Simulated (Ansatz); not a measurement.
Data:

ZnS (wurtzite)

Space group P6₃mc (No. 186); a = b = 3.806 Å, c = 6.245 Å, α = β = 90.00°, γ = 120.00°

| atom | site | symmetry | x | y | z |
|---|---|---|---|---|---|
| Zn | 2b | 3m. | 0.3333 | 0.6667 | 0.4997 |
| S | 2b | 3m. | 0.3333 | 0.6667 | 0.1255 |

E(V) scan at fixed shape, V₀ the volume above. The atoms relax within the cell's symmetry.

All values below come from r2SCAN (plane waves to 500 eV, PAW, scalar-relativistic; Ansatz, a quantum-chemistry and plane-wave program). k mesh 10×10×6 (Γ-centred), Fermi-Dirac smearing 0.05 eV. E stands for the smeared free energy. Stress and pressure are positive under compression. With the shape held, the modulus is that of even scaling; a crystal free to change shape is softer. ZnS was relaxed with its symmetry unable to fall. ΔE is measured from the relaxed starting cell.

The scan covers V/V₀ from 0.900 to 1.100 in 11 points.

What is the fitted pressure derivative B₀′?

4.3.

What bulk modulus at fixed cell shape B₀ follows from a third-order Birch-Murnaghan fit?

78.2 GPa.

(A scan under strain: stresses follow from slopes of the energy per volume, elastic moduli from its curvatures.)
